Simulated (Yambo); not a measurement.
BP (wurtzite, space group P6_3mc, No. 186); a = b = 3.180 Å, c = 5.274 Å, α = β = 90.00°, γ = 120.00°. With the G0W0 scissor the direct gap on the mesh is 3.53 eV. Axes are Cartesian, with cell vectors (Å) (3.18, 0.00, 0.00), (-1.59, 2.75, 0.00), (0.00, 0.00, 5.27).

Problem. Does this run resolve the lowest exciton, and if so, what are its energy and binding? (Yambo, PBEsol bands; 9×9×6 mesh, 5 valence and 4 conduction bands, static screening with 24 bands and a 4 Ry block, scissor 0.84 eV, Tamm-Dancoff.)

Solution. No. The lowest state covers only about 1 of the 486 k points, so the mesh doesn't resolve it: its energy and its distance from the direct gap are mesh artefacts. An extended exciton needs a far denser mesh. The scissor comes from a G0W0 run whose convergence isn't established. 

Geometry relaxed with PBEsol.

This is not the ordinary phase of the substance; no match was found in the copy of COD used, and its stability was not checked.
